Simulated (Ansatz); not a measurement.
Is this PrBe3Si structure a true minimum?

The cell was found from a structure generator's guess, not taken from experiment.

All numbers below come from DFT PBE, scalar-relativistic, plane waves, PAW, and for the lanthanide a 4f-in-core norm-conserving potential (Ansatz 0.2.0). Plane waves to 660 eV, a k mesh through Γ of 12×12×12 on the computed 5-atom cell and Gaussian smearing (0.10 eV); no spin polarisation.

The cell below (5 atoms, space group I4mm (No. 107)) is relaxed within its symmetry.

```
Pr Be Si
1.0
    -1.97110    1.97110    4.72924
     1.97110   -1.97110    4.72924
     1.97110    1.97110   -4.72924
Pr Be Si
1 3 1
Direct
  0.02059 0.02059 0.00000
  0.39561 0.39561 0.00000
  0.27639 0.77639 0.50000
  0.77639 0.27639 0.50000
  0.64603 0.64603 0.00000
```

For the test a repeat of it with 10 atoms (edges 5.49, 5.49, 5.58 Å) was strained at random (σ = 1.5 % a component), the atoms were moved at random (σ = 0.15 Å), and all was relaxed again on a coarse 4×4×4 mesh (in the run’s order of axes) with 0.20 eV smearing, with no symmetry imposed.

Question: Is the structure stable against such a distortion?

Answer: It returns, within 1 meV/atom of the unmoved cell on that mesh and with the same symmetry when read at 0.1 Å (Amm2 at 0.01 Å, so small strains and shifts remain). No instability shows in this cell; modes of other wave vectors, which need another repeat, aren't tested.

The lanthanide is trivalent by construction, without f bands, f moments or other valences.
